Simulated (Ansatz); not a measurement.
Relaxed candidate structures of Zr3Si:

A. P6/mmm (No. 191), hP4, AFLOW prototype A3B_hP4_191_bc_a (as in Li3N); a = 4.763 Å, b = 4.763 Å, c = 4.988 Å, α = 90.00°, β = 90.00°, γ = 120.00°; Zr 1b (0.000, 0.000, 0.500); Zr 2c (0.333, 0.667, 0.000); Si 1a (0.000, 0.000, 0.000)

B. Cmcm (No. 63), oS16; a = 5.838 Å, b = 11.055 Å, c = 4.926 Å, α = β = γ = 90.00°; Zr 4c (0.000, 0.192, 0.250); Zr 8g (0.249, 0.427, 0.250); Si 4c (0.000, 0.663, 0.250)

C. Im-3m (No. 229), cI8, AFLOW prototype A3B_cI8_229_b_a (as in H3S); a = b = c = 5.6408 Å, α = β = γ = 90.00°; Zr 6b (0.000, 0.000, 0.500); Si 2a (0.000, 0.000, 0.000)

D. C222 (No. 21), oS8; a = 3.099 Å, b = 5.640 Å, c = 9.715 Å, α = 90.00°, β = 90.00°, γ = 90.00°; Si 2b (0.000, 0.500, 0.000); Zr 2d (0.500, 0.500, 0.500); Zr 4k (0.250, 0.250, 0.229)

E. R-3c, hexagonal axes (No. 167), hR8; a = b = 6.117 Å, c = 17.406 Å, α = β = 90.00°, γ = 120.00°; Si 6b (0.000, 0.000, 0.000); Zr 18e (0.311, 0.311, 0.250)

F. P6₃/mmc (No. 194), hP8, AFLOW prototype AB3_hP8_194_c_bf (D0_18, as in Na3As); a = 4.7446 Å, b = 4.7446 Å, c = 8.4232 Å, α = 90.00°, β = 90.00°, γ = 120.00°; Zr 2b (0.000, 0.000, 0.250); Zr 4f (0.667, 0.333, 0.080); Si 2c (0.333, 0.667, 0.250)

Put the candidates in order of energy per atom, lowest first, for r2SCAN (plane waves to 500 eV, PAW, scalar-relativistic; Ansatz, an electronic-structure program).

B (reference), F (+0.07 eV/atom), E (+0.31 eV/atom), D (+0.38 eV/atom), A (+0.60 eV/atom), C (+0.88 eV/atom)

Probably no minimum, since a slightly shaken restart fell lower: P6/mmm, hP4, AFLOW prototype A3B_hP4_191_bc_a (as in Li3N) (by 0.52 eV/atom, to Cmcm); Im-3m, cI8, AFLOW prototype A3B_cI8_229_b_a (as in H3S) (by 0.88 eV/atom, to R3m); R-3c, hR8 (by 0.23 eV/atom, to Cc). Each run could gain symmetry but not lose that of its start, so entries can be saddle points. All of these are generated cells (placed on structure types, drawn at random, substituted or restacked) that were not matched to a known phase here. The real structure of this composition may not be among these, and whether this composition forms is not checked here. Static energies at zero pressure. No spin polarisation in the result.
